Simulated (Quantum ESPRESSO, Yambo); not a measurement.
SrClF (space group P4/nmm, No. 129). The geometry is that of Materials Project entry mp-22957, symmetrised and not relaxed again. Chain: LDA (pw.x of Quantum ESPRESSO, ONCV potentials, without SOC); G0W0 in Yambo (4×4×2 Γ-centred k mesh, 131 bands and a 6 Ry block in the screening, 131 bands in G with the Bruneval-Gonze terminator, plasmon pole fitted at 27.2 eV); BSE (6×6×4 mesh, 12 valence and 8 conduction bands, static screening with 67 bands and a 3 Ry block, scissor 3.15 eV, Tamm-Dancoff).

The LDA gap (dense path) is 5.64 eV. The LDA gap Γ → Γ on the GW mesh comes out as 5.64 eV, the LDA smallest direct gap on the GW mesh, at Γ comes out as 5.64 eV and the G0W0 direct gap at that point comes out as 8.80 eV. The G0W0 correction to the gap Γ → Γ comes out as 3.15 eV and the lowest exciton is no binding energy given (see below).

Rough cost of the Yambo steps against G0W0 for 12 states: BSE about 3×.

Nearest settings tried, and what they do to the gap: 88 bands in W, 88 bands in G: +69 meV; 5 Ry block (153 vectors against 191): -41 meV. Not varied: mesh. So the settings aren't converged at that level. The BSE states are vertical excitations (zero momentum). The lowest state covers only about 4 of the 144 k points, so the mesh doesn't resolve it: its energy and its distance from the direct gap are mesh artefacts. An extended exciton needs a far denser mesh. Axes are Cartesian, with cell vectors (Å) (4.13, 0.00, 0.00), (0.00, 4.13, 0.00), (0.00, 0.00, 6.98).
